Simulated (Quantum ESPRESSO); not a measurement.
**Band energies of CaSe**

```xyz
2
Lattice="0.0000 2.9334 2.9334 2.9334 0.0000 2.9334 2.9334 2.9334 0.0000" Properties=species:S:1:pos:R:3 pbc="T T T"
Ca     0.0000     0.0000     0.0000
Se     2.9334     2.9334     2.9334
```

PBE (stringent potentials; pw.x of Quantum ESPRESSO, ONCV potentials, no spin-orbit coupling); path ΓXWKΓLUWLK,UX; energies in eV from the valence-band maximum.

```csv
k (1/Å),point,band 13,band 14,band 15,band 16,band 17,band 18,band 19,band 20
0.00,Γ,-20.70,-11.88,0.00,0.00,0.00,3.48,3.70,3.70
0.21,,-20.70,-11.80,-0.73,-0.16,-0.16,3.47,3.90,4.08
0.54,,-20.72,-11.50,-2.17,-0.63,-0.63,2.69,4.58,4.66
0.86,,-20.73,-11.31,-2.59,-0.91,-0.91,2.10,4.99,5.22
1.07,X,-20.73,-11.28,-2.58,-0.96,-0.96,1.97,5.08,5.17
1.47,,-20.74,-11.20,-2.28,-1.73,-1.63,3.58,5.19,5.28
1.61,W,-20.74,-11.18,-2.04,-2.04,-1.72,4.42,4.42,5.32
1.86,,-20.73,-11.19,-2.28,-2.08,-1.26,3.44,5.43,5.63
1.99,K,-20.72,-11.19,-2.31,-2.10,-1.15,3.27,5.76,5.78
2.19,,-20.71,-11.17,-2.65,-1.95,-1.23,4.45,5.30,5.34
2.40,,-20.70,-11.27,-2.68,-1.46,-1.16,4.69,4.81,5.00
2.71,,-20.70,-11.60,-1.71,-0.67,-0.61,3.97,4.10,4.35
3.02,,-20.70,-11.86,-0.19,-0.06,-0.04,3.63,3.71,3.73
3.12,Γ,-20.70,-11.88,0.00,0.00,0.00,3.48,3.70,3.70
3.22,,-20.70,-11.86,-0.19,-0.06,-0.06,3.61,3.75,3.75
3.53,,-20.70,-11.60,-1.78,-0.63,-0.63,3.71,4.31,4.31
3.84,,-20.70,-11.24,-3.09,-1.14,-1.14,4.19,5.22,5.22
4.05,L,-20.71,-11.14,-3.37,-1.25,-1.25,4.56,5.54,5.56
4.16,,-20.71,-11.15,-3.33,-1.29,-1.24,4.56,5.47,5.56
4.38,,-20.71,-11.16,-3.01,-1.62,-1.23,4.34,5.24,5.56
4.70,U,-20.72,-11.19,-2.31,-2.10,-1.15,3.27,5.76,5.78
4.99,,-20.74,-11.18,-2.16,-2.00,-1.61,4.01,4.83,5.36
5.08,W,-20.74,-11.18,-2.04,-2.04,-1.72,4.42,4.42,5.32
5.18,,-20.74,-11.18,-2.18,-2.01,-1.61,4.43,4.43,5.41
5.46,,-20.72,-11.16,-2.90,-1.68,-1.28,4.51,4.79,5.79
5.75,,-20.71,-11.15,-3.34,-1.28,-1.24,4.56,5.48,5.57
5.84,L,-20.71,-11.14,-3.37,-1.25,-1.25,4.56,5.54,5.56
6.00,,-20.71,-11.15,-3.28,-1.35,-1.24,4.56,5.39,5.55
6.17,,-20.71,-11.16,-3.01,-1.62,-1.23,4.34,5.24,5.56
6.41,,-20.72,-11.18,-2.41,-2.10,-1.18,3.53,5.60,5.70
6.50,K,-20.72,-11.19,-2.31,-2.10,-1.15,3.27,5.76,5.78
6.50,U,-20.72,-11.19,-2.31,-2.10,-1.15,3.27,5.76,5.78
6.59,,-20.73,-11.22,-2.43,-1.74,-1.08,2.80,5.63,5.81
6.87,X,-20.73,-11.28,-2.58,-0.96,-0.96,1.97,5.08,5.17
```

The PBE gap is indirect, 1.97 eV, from Γ to X; the smallest direct gap is 2.93 eV.

Spin-orbit splittings are left out.

Geometry relaxed with PBEsol.
